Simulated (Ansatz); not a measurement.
Polymorphs of GaP, each relaxed with DFT-PBE in the program Ansatz with PAW potentials:

A: rock salt (Fm-3m)
a = 5.158 Å, b = 5.158 Å, c = 5.158 Å, α = 90.00°, β = 90.00°, γ = 90.00°

| atom | site | symmetry | x | y | z |
|---|---|---|---|---|---|
| Ga | 4a | m-3m | 0.0000 | 0.0000 | 0.0000 |
| P | 4b | m-3m | 0.5000 | 0.5000 | 0.5000 |

B: NiAs type (P6_3/mmc)
a = 3.620 Å, b = 3.620 Å, c = 6.117 Å, α = 90.00°, β = 90.00°, γ = 120.00°

| atom | site | symmetry | x | y | z |
|---|---|---|---|---|---|
| Ga | 2a | -3m. | 0.0000 | 0.0000 | 0.0000 |
| P | 2c | -6m2 | 0.3333 | 0.6667 | 0.2500 |

C: CsCl type (Pm-3m)
a = 3.217 Å, b = 3.217 Å, c = 3.217 Å, α = 90.00°, β = 90.00°, γ = 90.00°

```
atom  site  symmetry       x       y       z
----  ----  --------  ------  ------  ------
Ga      1a      m-3m  0.0000  0.0000  0.0000
P       1b      m-3m  0.5000  0.5000  0.5000
```

Rank these by energy per atom at 0 K (lowest first), as PBE gives it.

A (+0 meV/atom), B (+39 meV/atom), C (+346 meV/atom)

Constructed cells (a structure type filled with these elements, in neither database checked): B; C. Typed or built starts, not in the databases checked: A. Not the usual ambient phase: A; B; C. All cells were relaxed under the symmetry of their starts (and spin orders); stability against distortions was not tested throughout. Spin–orbit coupling is left out wherever it is not named.

Energies hold the estimated change up to a 700 eV cutoff; steps of a few meV lie near the error of the meshes.

Potentials: the earlier of the program's two PAW sets.
